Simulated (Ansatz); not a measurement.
HfIN in space group R-3m (No. 166; Hf on 6c, I on 6c, N on 6c), DFT-r²SCAN+D4 in the program Ansatz with PAW potentials, all energies at zero smearing, with the estimated change up to a 700 eV cutoff added, with one set of potentials and settings (totals compare only within such a set). Cell of 6 atoms (2 Hf, 2 I, 2 N): -47301.989 eV.

```csv
element,reference phase,E (eV/atom)
Hf,"P6_3/mmc, 2 atoms in the cell",-15733.1270
I,"Cmce, 4 atoms in the cell",-7528.1417
N,"Pa-3, 8 atoms in the cell",-384.8553
```

Formation energy per atom, worked out: (-47301.989 − 2×(-15733.1270) − 2×(-7528.1417) − 2×(-384.8553))/6 = -1.623 eV/atom (-157 kJ per mol of atoms), at 0 K, without zero-point energy or fitted corrections.

The workflow started from a Materials Project entry (that database holds measured and hypothetical structures alike); the Crystallography Open Database copy checked does not list it. Its standing as an ambient phase is unchecked. The cell was relaxed with r²SCAN+D4 under the symmetry of its start; whether a distortion lowers the energy is not shown. No spin polarisation was allowed. The references are the lowest solids computed at this level, not always the standard phases (solids in place of the gases). Spin–orbit coupling is left out wherever it is not named.

Potentials: the later of the program's two PAW sets.
